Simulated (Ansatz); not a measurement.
The relaxed structure here is a generated cell of AlRu: the first start was made by placing the elements on the sites of a structure type, and the end was not matched to a known phase here, so it may be hypothetical.

The end point of a relaxation of AlRu. Calculation: PBEsol (plane waves to 420 eV, PAW, scalar-relativistic; Ansatz, a first-principles code).

```
CELL_PARAMETERS angstrom
      5.25997     0.00000     0.00000
     -2.62999     4.55527     0.00000
      0.00000     0.00000     4.14198
ATOMIC_POSITIONS crystal
  Ru 0.50000 0.00000 0.00000
  Ru 0.50000 0.50000 0.00000
  Ru 0.00000 0.50000 0.00000
  Al 0.00000 0.00000 0.00000
  Al 0.33333 0.66667 0.50000
  Al 0.66667 0.33333 0.50000
```

Question: Find the space group and the Wyckoff positions (tolerance 0.01 Å).

Answer: Space group P6/mmm (No. 191); a = 5.260 Å, b = 5.260 Å, c = 4.142 Å, α = 90.00°, β = 90.00°, γ = 120.00°

```csv
atom,site,symmetry,x,y,z
Ru,3f,mmm,0.0000,0.5000,0.0000
Al,1a,6/mmm,0.0000,0.0000,0.0000
Al,2d,-6m2,0.3333,0.6667,0.5000
```

This is the AFLOW prototype AB_hP6_191_f_ad (B35, as in CoSn).

Question: Give the shortest distances between elements (the closest pairs, up to four, under 3.6 Å).

Answer: Al–Ru 2.57 Å; Ru–Ru 2.63 Å; Al–Al 3.04 Å.

Volume per atom: 16.54 Å³
Density: 6.43 g/cm³
Band gap: zero (metallic)

No spin polarisation in the result. A magnetic state may lie lower.

The run could not lose the symmetry of its start, so the end can be a saddle point.

All atoms sit on sites fixed by symmetry, so only the cell could relax.
